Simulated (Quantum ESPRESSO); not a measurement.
# Planted mistakes on one cell of AlSiGeN3O

These are calculations, not measurements. They come from pw.x of Quantum ESPRESSO 7.5, a plane-wave density functional program, with PseudoDojo standard norm-conserving files (v0.5 for PBE, v0.4.1 for LDA and PBEsol). The cells are made up: elements, strain and atom displacements were drawn at random, and nothing was relaxed. There is no spin polarisation, spin-orbit coupling or dispersion term.

The cell has 8 sites of a wurtzite lattice (rectangular cell). Sites 1 to 4 hold Al Si Ge empty; sites 5 to 8 hold N O N N. Cell vectors in Å: (2.971, 0.018, -0.022); (0.031, 5.335, -0.058); (-0.035, -0.055, 5.008). Settings: PBE, cutoff 1143 eV, 6 x 4 x 4 k mesh shifted by half a step, Fermi-Dirac smearing of 0.025 eV.

The intended run has a self-consistency threshold of 1e-07 eV, a smearing term of 0.000 eV, a pressure of -3.44 GPa and 12 iterations. Each further run changes one thing: all lengths scaled by 1.0106; atoms of sites 1 and 6 exchanged; cutoff 618 eV; files of PBEsol; k mesh 2 x 2 x 2; one electron added; smearing 0.44 eV; threshold 0.03 eV. A coarse mesh keeps the shift, and a charged cell sits in a uniform background.

```
run  change of free energy (eV)  smearing term -TS (eV)  change of P (GPa)  largest change of a force component (eV/Å)  iterations
  A                       0.096                   0.000              -5.03                                       0.221          13
  B                      -0.025                  -0.139               0.34                                       0.067          11
  C                      11.437                  -0.005              35.59                                       1.247          13
  D                      18.019                  -0.006              40.91                                      13.911          14
  E                      16.705                   0.000            -177.35                                       0.348          11
  F                       0.003                   0.000               1.17                                       0.287           6
  G                       7.008                   0.000              -4.26                                       0.171          12
  H                      -0.969                   0.000              -0.82                                       0.275          12
```

A rerun of the intended cell at 1437 eV and k mesh 8 x 6 x 6 moved values by no more than 0.002 eV in the cell's energy, 0.02 GPa in stress and 0.004 eV/Å in force.

Question: which change belongs to which run?

## Worked reading

Run F has the fewest iterations, as a run stopped early does. Run B has the largest smearing term, as wide smearing gives. Run E has a higher energy and the largest fall in pressure, as too small a basis gives. Run A changes the volume by a factor of 1.0321; minus its pressure change over the logarithm of that factor, 159 GPa, is a rough bulk modulus with clamped atoms. Energies from files of another functional, or of a charged cell, have another zero and say nothing on stability; the pressure of a charged cell rests on the program's zero of potential too.

## Key

| run | change |
| --- | --- |
| A | all lengths scaled by 1.0106 |
| B | smearing 0.44 eV |
| C | one electron added |
| D | atoms of sites 1 and 6 exchanged |
| E | cutoff 618 eV |
| F | threshold 0.03 eV |
| G | files of PBEsol |
| H | k mesh 2 x 2 x 2 |